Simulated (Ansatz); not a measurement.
BaTiO$_{3}$ (tetragonal-perovskite type, space group P4mm)

```xyz
5
Lattice="3.9554 0.0000 0.0000 0.0000 3.9554 0.0000 0.0000 0.0000 4.0444" Properties=species:S:1:pos:R:3 pbc="T T T"
Ti     1.9777     1.9777     1.8075
Ba     0.0000     0.0000     3.7687
O      1.9777     1.9777     3.6476
O      1.9777     0.0000     1.6690
O      0.0000     1.9777     1.6690
```

The slice is a (010) plane (indices of the conventional cell) through the point (0.500, 0.000, 0.413) (fractional), spanned by u = [100] and v = [001] in vectors of this cell: u (3.96 Å) and v (4.04 Å, at 90° to u). It covers one period; positions are fractions (u, v).

Calculation: PBEsol (plane waves to 420 eV, PAW, scalar-relativistic; Ansatz, a program for electronic structure). k mesh 8×8×8. These are valence fields of a PAW run, semicore shells included where kept as valence: close to a nucleus they are smooth pseudo fields. BaTiO3 is run without spin polarisation. BaTiO3 was relaxed with its symmetry unable to fall.

### Question
Around which element is the density of the lowest conduction band (whole band as if filled, smooth part) largest on this plane?

### Answer
O. Mean over a disc round each atom, of radius 0.45 times the shortest bond: O 0.032, Ba 0.001 e/Å³.

### Question
Around which element is the density of the highest valence band (whole band, smooth part) largest on this plane?

### Answer
O. Mean over a disc round each atom, of radius 0.45 times the shortest bond: O 0.224, Ba 0.010 e/Å³.

### Question
Predict the map of the density of the lowest conduction band (whole band as if filled, smooth part) on the slice.

### Answer
```
v \ u   0.00   0.12   0.25   0.38   0.50   0.62   0.75   0.88
-----  -----  -----  -----  -----  -----  -----  -----  -----
0.88   0.051  0.025  0.004  0.001  0.001  0.001  0.004  0.025
0.75   0.006  0.004  0.002  0.001  0.000  0.001  0.002  0.004
0.62   0.001  0.001  0.001  0.002  0.001  0.002  0.001  0.001
0.50   0.001  0.000  0.001  0.001  0.000  0.001  0.001  0.000
0.38   0.001  0.001  0.001  0.002  0.001  0.002  0.001  0.001
0.25   0.003  0.002  0.001  0.001  0.001  0.001  0.001  0.002
0.12   0.026  0.016  0.003  0.001  0.001  0.001  0.003  0.016
0.00   0.005  0.048  0.006  0.001  0.001  0.001  0.006  0.048
```

Values: density of the lowest conduction band (whole band as if filled, smooth part) in e/Å³.
